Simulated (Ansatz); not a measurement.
Input and command of a calculation in Ansatz (plane waves; scalar-relativistic PAW potentials unless the input names others):

```yaml
crystal:
  lattice:
    - [1.6566707575, -5.4778688956, 0.0]
    - [1.6566707575, 5.4778688956, 0.0]
    - [0.0, 0.0, 4.3117595554]
  atoms:
    - { symbol: Sc, position: [0.8387882408, 0.1612117592, 0.25] }
    - { symbol: Sc, position: [0.1612117592, 0.8387882408, 0.75] }
    - { symbol: Al, position: [0.5694244612, 0.4305755388, 0.25] }
    - { symbol: Al, position: [0.4305755388, 0.5694244612, 0.75] }
basis:
  ecutwfc: 500
kpoints:
  mp_grid: { grid: [10, 10, 12] }
hamiltonian:
  xc: r2scan
scf:
  occupations: { method: gaussian, width: 0.1 }
  max_iter: 100
output:
  forces: true
  eigenvalues: true
  stress: true
accuracy: [1, 2]
```

```bash
ansatz run input.yaml --threads 1 --pin off --max-ram 2560MiB --backend cpu --events-out ev --progress --plain --runs-dir out
```

Will this input run?

The program refuses it, because of a value of the wrong type (accuracy: not typed → [1, 2]). Without that key it is accepted.

Abridged log:
```
Error: YAML parse error: error: line 24 column 11: expected string scalar
  --> <input>:24:11
   |
22 |   eigenvalues: true
23 |   stress: true
24 | accuracy: [1, 2]
   |           ^ expected string scalar
```